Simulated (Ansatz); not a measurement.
A distorted cell of ZrO2 (tetragonal-ZrO2 type, space group P4_2/nmc):

```xyz
6
Lattice="3.7840 0.0000 0.0000 0.0000 3.7840 0.0000 0.0000 0.0000 5.4932" Properties=species:S:1:pos:R:3 pbc="T T T"
Zr     0.0000     0.0000     0.0000
Zr     1.8920     1.8920     2.7466
O      0.0000     1.8920     0.9189
O      0.0000     1.8920     3.6655
O      1.8920     0.0000     1.8277
O      1.8920     0.0000     4.5743
```

Calculation: r2SCAN (plane waves to 500 eV, PAW, scalar-relativistic; Ansatz, a first-principles code). k mesh 10×10×7 (Γ-centred), Fermi-Dirac smearing 0.05 eV. Energies are smeared free energies. Stress and pressure are positive under compression. This is a high-temperature form of ZrO2. ZrO2 is run without spin polarisation. ZrO2 was relaxed with its symmetry unable to fall.

Task: Give the stress tensor in GPa and the pressure.

Result: 
```
  -24.2      0.0      0.0
    0.0    -24.2      0.0
    0.0      0.0    -12.3
```
The pressure, a third of the trace, is -20.2 GPa.

Task: It is the relaxed cell scaled evenly to V/V₀ = 1.160, atoms relaxed where free. What is its energy relative to the relaxed cell?

Result: 132.0 meV/atom.

(Under strain, the slope of the energy per volume gives the stress and its curvature an elastic modulus.)
